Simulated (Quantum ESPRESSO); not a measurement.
# AgRuIr2Zn3V: input and log of a self-consistent run

Simulated, not a measurement. The program is pw.x of Quantum ESPRESSO 7.5 (plane-wave density functional theory). The cell is made up: eight metal atoms on a hexagonal close-packed lattice, with elements, volume, strain and displacements drawn at random and not relaxed, so it may be unstable or far from any real phase. PseudoDojo standard norm-conserving files set the functional (PBE unless stated); there is no spin polarisation or spin-orbit coupling, the Fermi-Dirac width of 0.25 eV means electrons at about 2900 K, and the masses in the input are unused placeholders. Heavy elements are run without spin-orbit coupling, which real alloys of them have. A spin test at this wide smearing found no moment, but such smearing suppresses magnetism that the real alloy may have.

Input:

```
&control calculation='scf', pseudo_dir='./dojo.nc.sr.pbe.v0_5.standard.upf', outdir='./o', disk_io='minimal', tprnfor=.true., tstress=.true. /
&system ibrav=0, nat=8, ntyp=5, nbnd=84, ecutwfc=84.00895049, nosym=.true., tot_charge=0,
 occupations='smearing', smearing='fd', degauss=0.0183746611
/
&electrons conv_thr=1.470e-08, electron_maxstep=70, mixing_beta=0.5 /
ATOMIC_SPECIES
Ag 1.0 Ag.upf
Ir 1.0 Ir.upf
Ru 1.0 Ru.upf
V 1.0 V.upf
Zn 1.0 Zn.upf
CELL_PARAMETERS angstrom
-2.7436 -0.0112 -0.0127
-0.0211 0.0349 -4.5371
-0.039 -9.5115 0.073
ATOMIC_POSITIONS angstrom
Ag 0.0112 -0.0367 -0.0215
Ru 0.0499 -4.8038 0.0162
Ir -0.0597 -3.148 -2.2579
Ir -0.0893 -7.9359 -2.204
Zn -1.4343 -2.3725 0.0578
Zn -1.3476 -7.1161 0.073
Zn -1.3334 -0.7896 -2.2401
V -1.4101 -5.5397 -2.2385
K_POINTS automatic
8 5 3 1 1 1
```

The log is shortened where brackets say so; the opening notice, blank lines, dates and the lines on written files are dropped, and the path of the files is cut. It prints rydbergs, bohrs and kilobars, and counts compression as positive stress. Its total energy is the free energy E - TS of the whole cell.

```
     Program PWSCF v.7.5
     Parallel version (MPI & OpenMP), running on       4 processor cores
     Number of MPI processes:                 4
     Threads/MPI process:                     1
     [start-up lines left out]
     bravais-lattice index     =            0
     lattice parameter (alat)  =       5.1848  a.u.
     unit-cell volume          =     798.9183 (a.u.)^3
     number of atoms/cell      =            8
     number of atomic types    =            5
     number of electrons       =       142.00
     number of Kohn-Sham states=           84
     kinetic-energy cutoff     =      84.0090  Ry
     charge density cutoff     =     336.0358  Ry
     scf convergence threshold =      1.5E-08
     mixing beta               =       0.5000
     number of iterations used =            8  plain     mixing
     Exchange-correlation= PBE
                           (   1   4   3   4   0   0   0)
     [axes and pseudopotential details left out]
   Cartesian axes
     site n.     atom                  positions (alat units)
         1        Ag     tau(   1) = (   0.0040821  -0.0133763  -0.0078363  )
         2        Ru     tau(   2) = (   0.0181874  -1.7508779   0.0059045  )
         3        Ir     tau(   3) = (  -0.0217593  -1.1473757  -0.8229541  )
         4        Ir     tau(   4) = (  -0.0325479  -2.8924584  -0.8033088  )
         5        Zn     tau(   5) = (  -0.5227703  -0.8647233   0.0210668  )
         6        Zn     tau(   6) = (  -0.4911701  -2.5936596   0.0266069  )
         7        Zn     tau(   7) = (  -0.4859945  -0.2877916  -0.8164664  )
         8        V      tau(   8) = (  -0.5139500  -2.0190970  -0.8158833  )
     number of k points=    60  Fermi-Dirac smearing, width (Ry)=  0.0184
                       cart. coord. in units 2pi/alat
        k(    1) = (  -0.0620238  -0.0482865  -0.0605545), wk =   0.0333333
        k(    2) = (  -0.0628157   0.1440324  -0.0590715), wk =   0.0333333
     [further k points left out]
     Dense  grid:    83065 G-vectors     FFT dimensions: (  32,  54, 108)
     Estimated max dynamical RAM per process >     370.22 MB
     Estimated total dynamical RAM >       1.39 GB
     Initial potential from superposition of free atoms
     starting charge     141.9970, renormalised to     142.0000
     Starting wfcs are   80 randomized atomic wfcs +    4 random wfcs
     total cpu time spent up to now is        6.0 secs
     per-process dynamical memory:   288.5 Mb
     Self-consistent Calculation
     iteration #  1     ecut=    84.01 Ry     beta= 0.50
     Davidson diagonalization with overlap
     ethr =  1.00E-02,  avg # of iterations =  3.0
     total cpu time spent up to now is       22.2 secs
     total energy              =   -2371.92287401 Ry
     estimated scf accuracy    <       4.51914775 Ry
     iteration #  2     ecut=    84.01 Ry     beta= 0.50
     Davidson diagonalization with overlap
     ethr =  3.18E-03,  avg # of iterations =  4.5
     total cpu time spent up to now is       41.6 secs
     total energy              =   -2371.09235164 Ry
     estimated scf accuracy    <      50.73594998 Ry
     iteration #  3     ecut=    84.01 Ry     beta= 0.50
     Davidson diagonalization with overlap
     ethr =  3.18E-03,  avg # of iterations =  6.4
     total cpu time spent up to now is       61.6 secs
     total energy              =   -2374.53117000 Ry
     estimated scf accuracy    <       5.81739874 Ry
     iteration #  4     ecut=    84.01 Ry     beta= 0.50
     Davidson diagonalization with overlap
     ethr =  3.18E-03,  avg # of iterations =  1.7
     total cpu time spent up to now is       74.8 secs
     total energy              =   -2374.74022882 Ry
     estimated scf accuracy    <       1.20929920 Ry
     iteration #  5     ecut=    84.01 Ry     beta= 0.50
     Davidson diagonalization with overlap
     ethr =  8.52E-04,  avg # of iterations =  2.2
     total cpu time spent up to now is       88.6 secs
     total energy              =   -2374.70081905 Ry
     estimated scf accuracy    <       0.83962666 Ry
     [iterations 6 to 12 left out]
     iteration # 13     ecut=    84.01 Ry     beta= 0.50
     Davidson diagonalization with overlap
     ethr =  2.74E-09,  avg # of iterations =  4.7
     total cpu time spent up to now is      201.0 secs
     total energy              =   -2374.77130590 Ry
     estimated scf accuracy    <       0.00000032 Ry
     iteration # 14     ecut=    84.01 Ry     beta= 0.50
     Davidson diagonalization with overlap
     ethr =  2.28E-10,  avg # of iterations =  2.3
     total cpu time spent up to now is      215.3 secs
     total energy              =   -2374.77130592 Ry
     estimated scf accuracy    <       0.00000010 Ry
     iteration # 15     ecut=    84.01 Ry     beta= 0.50
     Davidson diagonalization with overlap
     ethr =  7.31E-11,  avg # of iterations =  2.1
     total cpu time spent up to now is      230.2 secs
     total energy              =   -2374.77130593 Ry
     estimated scf accuracy    <       0.00000012 Ry
     iteration # 16     ecut=    84.01 Ry     beta= 0.50
     Davidson diagonalization with overlap
     ethr =  7.31E-11,  avg # of iterations =  1.4
     total cpu time spent up to now is      243.1 secs
     total energy              =   -2374.77130593 Ry
     estimated scf accuracy    <       0.00000003 Ry
     iteration # 17     ecut=    84.01 Ry     beta= 0.50
     Davidson diagonalization with overlap
     ethr =  1.81E-11,  avg # of iterations =  1.8
     total cpu time spent up to now is      256.2 secs
     End of self-consistent calculation
     [lines on levels left out]
!    total energy              =   -2374.77130593 Ry
     estimated scf accuracy    <          7.0E-09 Ry
     smearing contrib. (-TS)   =      -0.09796213 Ry
     internal energy E=F+TS    =   -2374.67334380 Ry
     The total energy is F=E-TS. E is the sum of the following terms:
     one-electron contribution =   -1120.37307333 Ry
     hartree contribution      =     633.53991263 Ry
     xc contribution           =    -325.45712967 Ry
     ewald contribution        =   -1562.38305342 Ry
     convergence has been achieved in  17 iterations
     Forces acting on atoms (cartesian axes, Ry/au):
     atom    1 type  1   force =    -0.00045022   -0.00374380    0.00816081
     atom    2 type  3   force =    -0.00653154    0.00421273   -0.00018913
     atom    3 type  2   force =     0.00430042   -0.01894276    0.00883235
     atom    4 type  2   force =     0.00770118    0.06057503   -0.00065062
     atom    5 type  5   force =     0.00518666   -0.04237300   -0.00823468
     atom    6 type  5   force =    -0.00389909   -0.00584304   -0.00535295
     atom    7 type  5   force =    -0.00685540   -0.00115914   -0.00734832
     atom    8 type  4   force =     0.00054799    0.00727397    0.00478254
     Total force =     0.080450     Total SCF correction =     0.000876
     Computing stress (Cartesian axis) and pressure
          total   stress  (Ry/bohr**3)                   (kbar)     P=      -38.98
   0.00003044  -0.00004008  -0.00000881            4.48       -5.90       -1.30
  -0.00004008  -0.00043783   0.00003375           -5.90      -64.41        4.97
  -0.00000881   0.00003375  -0.00038751           -1.30        4.97      -57.00
     init_run     :      5.51s CPU      5.75s WALL (       1 calls)
     electrons    :    244.98s CPU    250.21s WALL (       1 calls)
     forces       :      2.05s CPU      2.06s WALL (       1 calls)
     stress       :      6.99s CPU      7.05s WALL (       1 calls)
     [timing details left out]
     PWSCF        :   4m19.76s CPU   4m25.31s WALL
     JOB DONE.
```

In other units: free energy -32310.410 eV for the cell, pressure -3.90 GPa, largest force component 1.557 eV/Å in size. The run took 267 s of wall time with four MPI processes on a shared machine (Intel Xeon, 2023 or later, virtual cores), so the time is rough. A rerun of this cell at a higher cutoff and on a denser mesh moved values by no more than 0.005 eV in energy, 0.11 GPa in stress and 0.008 eV/Å in force, and a second program with other atomic files agreed on that cell to 2 % rms in force and 0.5 GPa in pressure.